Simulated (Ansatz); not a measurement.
Relaxed-ion elastic tensor of W2C in space group Pbcn (No. 60; W on 8d, C on 4c) in GPa (Voigt order), DFT-PBEsol in the program Ansatz with PAW potentials; density 17.09 g/cm³, 12.30 Å³ per atom.

```csv
,1,2,3,4,5,6
1,546,272,284,0.0,0.0,0.0
2,272,579,200,0.0,0.0,0.0
3,284,200,577,0.0,0.0,0.0
4,0.0,0.0,0.0,173,0.0,0.0
5,0.0,0.0,0.0,0.0,208,0.0
6,0.0,0.0,0.0,0.0,0.0,221
```

### Question
Is the crystal mechanically stable?

### Answer
Yes: the smallest eigenvalue of C is 173 GPa.

### Question
Work out the Voigt, Reuss and Hill averages.

### Answer
K_V = 357, K_R = 356, K_H = 357; G_V = 183, G_R = 176, G_H = 180 GPa.

### Question
Give Young's modulus, Poisson's ratio, Pugh's ratio and the universal anisotropy index.

### Answer
E = 9KG/(3K + G) = 462 GPa; ν = 0.28; K/G = 1.98 (ductile by the Pugh limit of 1.75); A_U = 5G_V/G_R + K_V/K_R − 6 = 0.20.

### Question
Estimate the sound speeds and the Debye temperature.

### Answer
v_l = √((K + 4G/3)/ρ) = 5910 m/s, v_t = √(G/ρ) = 3240 m/s, mean 3620 m/s; Θ = (h/k)(3n/4πV)^(1/3) v_m = 467 K.

### Question
How much does each axis shrink under pressure?

### Answer
Linear compressibilities β_i = Σ_j S_ij (j = 1 to 3): x 0.82, y 1.0, z 0.98 per TPa.

The workflow started from a Materials Project entry (that database holds measured and hypothetical structures alike); the Crystallography Open Database copy checked does not list it. Whether it is the stable phase at ambient conditions was not checked. The cell was relaxed with PBEsol under the symmetry of its start; whether a distortion lowers the energy is not shown. No spin polarisation was allowed. As this level gives no gap, shear constants depend on the k-mesh and smearing (Fermi–Dirac, 0.1 eV here). On the denser mesh and wider smearing of the elastic run this cell carries a stress of 0.3 GPa. Spin–orbit coupling is left out wherever it is not named.

Potentials: the later of the program's two PAW sets.
